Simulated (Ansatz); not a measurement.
Relaxed-ion elastic tensor of SrCd (CsCl type, space group No. 221) in GPa (Voigt order), PBEsol (plane waves, PAW; program Ansatz); density 5.27 g/cm³, 31.52 Å³ per atom.

```csv
,1,2,3,4,5,6
1,42.5,20.6,20.6,0.0,0.0,0.0
2,20.6,42.5,20.6,0.0,0.0,0.0
3,20.6,20.6,42.5,0.0,0.0,0.0
4,0.0,0.0,0.0,22.9,0.0,0.0
5,0.0,0.0,0.0,0.0,22.9,0.0
6,0.0,0.0,0.0,0.0,0.0,22.9
```

Is the crystal mechanically stable?

Yes: the smallest eigenvalue of C is 21.9 GPa.

Work out the Voigt, Reuss and Hill averages.

K_V = 27.9, K_R = 27.9, K_H = 27.9; G_V = 18.1, G_R = 15.9, G_H = 17.0 GPa.

Give Young's modulus, Poisson's ratio, Pugh's ratio and the universal anisotropy index.

E = 9KG/(3K + G) = 42.4 GPa; ν = 0.25; K/G = 1.64 (brittle by the Pugh limit of 1.75); A_U = 5G_V/G_R + K_V/K_R − 6 = 0.69.

Estimate the sound speeds and the Debye temperature.

v_l = √((K + 4G/3)/ρ) = 3100 m/s, v_t = √(G/ρ) = 1800 m/s, mean 1990 m/s; Θ = (h/k)(3n/4πV)^(1/3) v_m = 188 K.

Give the Zener ratio and Young's modulus along [100], [110] and [111].

A = 2C44/(C11 − C12) = 2.09; 1/E = S11 − 2(S11 − S12 − S44/2)Γ with Γ = 0, 1/4, 1/3 gives 29.0, 44.4, 53.9 GPa.

Solve the Christoffel equation for the three sound speeds along [100], [110], [111].

Eigenvalues of C_ijkl n_j n_l equal ρv². In km/s, slowest first: [100] 2.08, 2.08, 2.84; [110] 1.44, 2.08, 3.21; [111] 1.68, 1.68, 3.33.

Space group Pm-3m (CsCl type). The workflow started from an entry of the Crystallography Open Database (COD). Whether it is the stable phase at ambient conditions was not checked. Symmetry was held in the PBEsol relaxation; of distortions, only those at the zone centre were tested. As this level gives no gap, shear constants depend on the k-mesh and smearing (Fermi–Dirac, 0.1 eV here).

Potentials: the later of the program's two PAW sets.
